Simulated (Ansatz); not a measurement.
BeS:
```xyz
2
Lattice="0.0000 2.4343 2.4343 2.4343 0.0000 2.4343 2.4343 2.4343 0.0000" Properties=species:S:1:pos:R:3 pbc="T T T"
S      3.6514     3.6514     3.6514
Be     0.0000     0.0000     0.0000
```

Cartesian axes are those of the cell as given.

Give the proper piezoelectric stress tensor with relaxed ions from the program Ansatz at the r²SCAN level (PAW).

In C/m², rows x, y, z, Voigt columns; mesh uncertainty up to 0.00.
```
0.00  0.00  0.00  0.24  0.00  0.00
0.00  0.00  0.00  0.00  0.24  0.00
0.00  0.00  0.00  0.00  0.00  0.24
```

The elastic tensor of the same run (GPa):

```
 165  63.9  63.9   0.0   0.0   0.0
63.9   165  63.9   0.0   0.0   0.0
63.9  63.9   165   0.0   0.0   0.0
 0.0   0.0   0.0  87.3   0.0   0.0
 0.0   0.0   0.0   0.0  87.3   0.0
 0.0   0.0   0.0   0.0   0.0  87.3
```

Convert to strain constants d = e·S.

In pC/N:
```
0.0  0.0  0.0  2.7  0.0  0.0
0.0  0.0  0.0  0.0  2.7  0.0
0.0  0.0  0.0  0.0  0.0  2.7
```

Space group F-43m (zinc blende). The cell was relaxed with r²SCAN under the symmetry of its start; phonons on a q-mesh show no instability.

Potentials: the later of the program's two PAW sets.
